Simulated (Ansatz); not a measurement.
Starting cell, Cd (hcp, Mg type):

```
Cd
1.0
    6.03211     0.00000     0.00000
   -1.50803     2.61198     0.00000
    0.00000     0.00000     5.81912
Cd
4
Direct
  0.16667   0.66667   0.75000
  0.66667   0.66667   0.75000
  0.33333   0.33333   0.25000
  0.83333   0.33333   0.25000
```

A phonon eigenvector at M = (0.5, 0.0, 0.0) is frozen into this cell: atom i moves by Q times the vector below, so Q is the largest atomic displacement, in Å. The cell is held. (q is in reciprocal vectors of the primitive cell; the cell shown is doubled to hold the pattern.)

```json
[
 {"atom": "Cd1", "x": "0.866", "y": "0.500", "z": "0.000"},
 {"atom": "Cd2", "x": "-0.866", "y": "-0.500", "z": "0.000"},
 {"atom": "Cd3", "x": "0.866", "y": "0.500", "z": "0.000"},
 {"atom": "Cd4", "x": "-0.866", "y": "-0.500", "z": "0.000"}
]
```

The numbers are results of PBE (plane waves to 420 eV, PAW, scalar-relativistic; Ansatz, a first-principles code), not measurements. k mesh 9×18×8 (Γ-centred), Fermi-Dirac smearing 0.05 eV. E stands for the smeared free energy. With partly filled bands, energies and forces of such displacements shift with the k mesh and the smearing. Cd was relaxed with its symmetry unable to fall. The relaxed volume of Cd is well above the measured one; the method has no dispersion term. The zero of ΔE is the undisplaced structure. The last digit holds for this mesh only.

| Q (Å) | ΔE (meV/cell) |
|---|---|
| -0.1000 | 169.1 |
| -0.0833 | 116.4 |
| -0.0667 | 73.9 |
| -0.0500 | withheld |
| -0.0333 | 18.2 |
| -0.0167 | 4.5 |
| 0.0000 | 0.0 |
| 0.0167 | 4.5 |
| 0.0333 | 18.2 |
| 0.0500 | withheld |
| 0.0667 | 73.9 |
| 0.0833 | 116.4 |
| 0.1000 | 169.1 |

Task: Fit an even polynomial form (powers 2, 4) to the given rows and predict ΔE at Q = 0.0500.

Result: Least squares on the 11 given rows: ΔE = (16400)·Q² + (51440)·Q⁴, in meV/cell with Q in Å; root-mean-square residual 0.08 meV/cell. At 0.0500 the fit gives 41.3 meV/cell; the calculation gives 41.3 meV/cell, the same to the digits shown. The quadratic term alone would give 41.0 meV/cell.

(For displaced atoms, the force is minus the slope of the energy, and its curvature is a force constant, which sets phonon frequencies.)
